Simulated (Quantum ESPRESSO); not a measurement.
## Al3ZnO5F (convergence and cost over cutoff and k mesh)

A calculation, not a measurement. The program is pw.x of Quantum ESPRESSO 7.5 (plane-wave density functional theory). The cell is made up: 10 atoms on a corundum lattice, with randomly drawn elements, strain and displacements, not relaxed. PseudoDojo standard norm-conserving files (v0.5 for PBE, v0.4.1 for LDA and PBEsol) set the functional; there is no spin polarisation, spin-orbit coupling or dispersion term, and the masses in the input are unused placeholders.

Input of the run in row 2:

```
&control calculation='scf', pseudo_dir='./dojo.nc.sr.pbe.v0_5.standard.upf', outdir='./o', disk_io='medium', tprnfor=.true., tstress=.true. /
&system ibrav=0, nat=10, ntyp=4, nbnd=39, ecutwfc=84.00895049, nosym=.true., tot_charge=0,
 occupations='smearing', smearing='fd', degauss=0.0018374661
/
&electrons conv_thr=7.350e-09, electron_maxstep=60, /
ATOMIC_SPECIES
Al 1.0 Al.upf
F 1.0 F.upf
O 1.0 O.upf
Zn 1.0 Zn.upf
CELL_PARAMETERS angstrom
2.3961 1.3834 4.3572
-2.3961 1.3834 4.3572
0.0 -2.7668 4.3572
ATOMIC_POSITIONS angstrom
Al -0.1166 -0.0811 4.5945
Al -0.1703 0.0239 1.9166
Al -0.0801 0.1437 8.5026
Zn 0.0923 -0.1726 11.0737
O -1.0439 1.3762 7.7483
F -0.7803 -1.419 7.5073
O 1.6531 0.1107 7.5807
O 0.9968 -1.5521 5.4495
O 0.7407 1.4142 5.353
O -1.6808 -0.0165 5.4458
K_POINTS automatic
6 6 6 1 1 1
```

The same cell was run at these settings. Meshes are shifted by half a step, and differences are from the last row, which is itself not exact.

| cutoff (eV) | k mesh | k points solved | threshold (eV) | free energy less the last row's (eV) | pressure (GPa) | largest stress difference (GPa) | largest force difference (eV/Å) | iterations | wall time (s) | k-point pools | processor |
| --- | --- | --- | --- | --- | --- | --- | --- | --- | --- | --- | --- |
| 800 | 2 x 2 x 2 | 4 | 1e-04 | 2.230 | -11.20 | 34.50 | 0.128 | 7 | 15 | 1 | AMD EPYC, Zen 5 class |
| 1143 | 6 x 6 x 6 | 108 | 1e-07 | 0.003 | 23.13 | 0.02 | 0.000 | 11 | 487 | 1 | AMD EPYC, Zen 5 class |
| 1437 | 8 x 8 x 8 | 256 | 1e-07 | 0.000 | 23.15 | 0.00 | 0.000 | 11 | 3384 | 1 | AMD EPYC, Zen 5 class |

Each pool is one process. Wall times include start-up and a band step at six k points, which weighs most on the coarsest meshes. The runs were on shared virtual cores whose load varied, so times are rough.